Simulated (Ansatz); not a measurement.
GeSe:
```xyz
4
Lattice="3.9063 0.0000 0.0000 0.0000 4.0252 0.0000 0.0000 0.0000 32.0000" Properties=species:S:1:pos:R:3 pbc="T T F"
Ge     0.0000     0.1522    14.8322
Ge     1.9531     2.1648    17.1678
Se     1.9531     2.4017    14.6902
Se     0.0000     0.3891    17.3098
```
The layer is periodic in x and y and isolated along z.

Relaxed with LDA. Special points in fractions of this cell's reciprocal vectors: Γ (0.000, 0.000, 0.000); X (0.500, 0.000, 0.000); S (0.500, 0.500, 0.000); Y (0.000, 0.500, 0.000).

Question: List the band energies nearest the valence-band maximum at these points for LDA (plane waves, PAW; program Ansatz).

Answer: In eV from the valence-band maximum; about four levels below and three above (degenerate sets whole), none deeper than 8.9 eV; … stands for higher levels left out; points with the same levels are listed once.

```
k                    below                above
-  -----------------------  -------------------
Γ  -3.84 -2.30 -2.30 -1.15       1.35 2.72 3.75
X  -2.28 -2.28 -0.81 -0.81  1.27 1.27 1.48 1.48
S  -4.34 -4.34 -2.33 -2.33          3.07 3.07 …
Y  -2.21 -2.21 -0.61 -0.61  1.40 1.40 1.64 1.64
```

Space group Pmn2_1 (puckered). The layer was cut from a bulk entry of the Materials Project (measured or hypothetical); whether that bulk phase is the ambient one, and whether the layer has been isolated, was not checked. The cell was relaxed with LDA under the symmetry of its start; its stability against distortions is not shown here. Scalar-relativistic: spin–orbit coupling is off unless named, which matters more the heavier the elements.

Potentials: the later of the program's two PAW sets.
